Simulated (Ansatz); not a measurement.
**Slab of fcc Ir (100), 5 layers**

The slab is cut from the fcc crystal, the stable phase, as relaxed on PAW files (14.06 Å³/atom), with 16 Å of vacuum and a dipole correction:

```yaml
crystal:
  lattice:
    - [2.70889, 0.00000, 0.00000]
    - [0.00000, 2.70889, 0.00000]
    - [0.00000, 0.00000, 23.66190]
  atoms:
    - { symbol: Ir, position: [0.00000, 0.00000, 0.33810] }
    - { symbol: Ir, position: [0.50000, 0.50000, 0.41905] }
    - { symbol: Ir, position: [0.00000, 0.00000, 0.50000] }
    - { symbol: Ir, position: [0.50000, 0.50000, 0.58095] }
    - { symbol: Ir, position: [0.00000, 0.00000, 0.66190] }
```

Computed with Ansatz 0.2.0; functional PBEsol, scalar-relativistic. Settings: a Γ-centred 13×13×1 k mesh, Fermi–Dirac smearing of 0.05 eV, no spin polarisation. Methods: LAPW: all electrons, basis error target 1 meV/atom; PAW: frozen-core files, cutoff 420 eV.

The bulk energy comes from a cell in the slab's orientation on a 13×13×10 mesh. The surface energy is (E(slab) − N·E(bulk))/2A at zero smearing, the mean of both faces; thin slabs carry quantum-size effects.

Spin–orbit coupling is left out, which matters for the heavy atoms. The PAW files were made under PBE.

Task: As cut, the LAPW slab lies 3.148 eV above 5 atoms of bulk. What surface energy is that?

Result: Over two faces of 7.34 Å² it is 214.5 meV/Å², and times 16.02 J/m² per eV/Å² that gives γ = 3.436 J/m².

```json
{"method": "LAPW", "γ as cut (J/m²)": "3.436", "γ relaxed (J/m²)": "3.281", "Φ as cut (eV)": "5.67", "Φ relaxed (eV)": "5.69"}
{"method": "PAW", "γ as cut (J/m²)": "3.434", "γ relaxed (J/m²)": "3.279", "Φ as cut (eV)": "5.67", "Φ relaxed (eV)": "5.69"}
```

Task: How do the spacings between the planes relax?

Result: From the bottom face up: d12 -5.8 % of 1.915 Å, d23 +1.2 % of 1.915 Å, d34 +1.2 % of 1.915 Å, d45 -5.8 % of 1.915 Å.

Task: What changes if the vacuum is set to 22 Å?

Result: LAPW then gives: no gap, work function 5.69 eV; PAW: no gap, work function 5.69 eV.

Task: A 4f core hole is made on one atom of each kind in every 1×1 cell (PAW hole dataset, neutral cell, valence without spin). What does it cost by layer?

Result: layer 1 61.04 eV, layer 2 61.92 eV, layer 3 61.70 eV. Shifts between layers mean more than the absolute values, and a whole layer of holes screens otherwise than one hole.
